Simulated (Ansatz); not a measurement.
Relaxed-ion elastic tensor of Ta (bcc (W type), Im-3m) in GPa (Voigt order), the program Ansatz at the PBEsol level (PAW); density 17.01 g/cm³, 17.67 Å³ per atom.

```
 286   168   168   0.0   0.0   0.0
 168   286   168   0.0   0.0   0.0
 168   168   286   0.0   0.0   0.0
 0.0   0.0   0.0  74.7   0.0   0.0
 0.0   0.0   0.0   0.0  74.7   0.0
 0.0   0.0   0.0   0.0   0.0  74.7
```

Question: Is the crystal mechanically stable?

Answer: Yes: the smallest eigenvalue of C is 74.7 GPa.

Question: Work out the Voigt, Reuss and Hill averages.

Answer: K_V = 207, K_R = 207, K_H = 207; G_V = 68.3, G_R = 67.4, G_H = 67.9 GPa.

Question: Give Young's modulus, Poisson's ratio, Pugh's ratio and the universal anisotropy index.

Answer: E = 9KG/(3K + G) = 184 GPa; ν = 0.35; K/G = 3.05 (ductile by the Pugh limit of 1.75); A_U = 5G_V/G_R + K_V/K_R − 6 = 0.07.

Question: Estimate the sound speeds and the Debye temperature.

Answer: v_l = √((K + 4G/3)/ρ) = 4180 m/s, v_t = √(G/ρ) = 2000 m/s, mean 2250 m/s; Θ = (h/k)(3n/4πV)^(1/3) v_m = 257 K.

Question: Give the Zener ratio and Young's modulus along [100], [110] and [111].

Answer: A = 2C44/(C11 − C12) = 1.27; 1/E = S11 − 2(S11 − S12 − S44/2)Γ with Γ = 0, 1/4, 1/3 gives 161, 189, 200 GPa.

The PBEsol relaxation kept the symmetry of its start. No spin polarisation was allowed. As this level gives no gap, shear constants depend on the k-mesh and smearing (Fermi–Dirac, 0.1 eV here). Spin–orbit coupling is left out wherever it is not named.

Potentials: the earlier of the program's two PAW sets.
